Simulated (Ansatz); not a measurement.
Method: PBEsol, no spin polarisation; PAW, plane waves to 420 eV, 6×6×6 Γ-centred mesh, fermi-dirac occupations (width 0.1 eV) (Ansatz 0.2.0), atoms fixed.

Computed maps in the lattice plane spanned by a (left to right, 5.68 Å, 17 points from zero) and b (bottom to top, 10.08 Å, 26 points from zero), 106° apart, at height 0.000 along c. The fields are smooth PAW ones with compensation charges, not the true ones near nuclei.

Valence density. Digits on a logarithmic scale: 0 up to 0.03 e/Å³, each further digit a factor of 1.6, 9 from 1.3 e/Å³ up:
```
44333345655433344
44334567876433444
54445799997544455
65556999997555677
96567999996557999
97556899876579999
96555666655589999
75444444444579999
54433333344567876
55443333455555555
66544345566655556
77654456777655567
87655567887655567
77655567776544567
66555566655434456
55555555543333445
56787654433333344
79999754444444445
99999855566665556
99999756789986557
99997556999997656
67765557999996555
55544457999975444
44443346787654334
44433345565433334
44432334554332344
```

Problem. The cell is TaSb$_{2}$. Which atoms lie within 0.2 Å of this plane, and where (fractions of a and b)?

Solution. Ta at (0.13, 0.25), Ta at (0.87, 0.75), Sb at (0.42, 0.83), Sb at (0.58, 0.17). The whole cell:
```
CELL_PARAMETERS angstrom
0.00000 5.67964 0.00000
0.00000 -2.83982 9.67648
4.94547 2.83982 0.00000
ATOMIC_POSITIONS crystal
Ta 0.12600 0.25200 0.00000
Ta 0.87400 0.74800 0.00000
Ta 0.12400 0.24800 0.50000
Ta 0.37600 0.75200 0.50000
Sb 0.83300 0.00000 0.33400
Sb 0.16700 0.00000 0.66600
Sb 0.41700 0.50000 0.16600
Sb 0.08300 0.50000 0.83400
Sb 0.41700 0.83400 0.00000
Sb 0.58300 0.16600 0.00000
Sb 0.83300 0.66600 0.50000
Sb 0.66700 0.33400 0.50000
```

Origin: a known structure type with other elements, at an estimated volume, so it need not be a known compound.
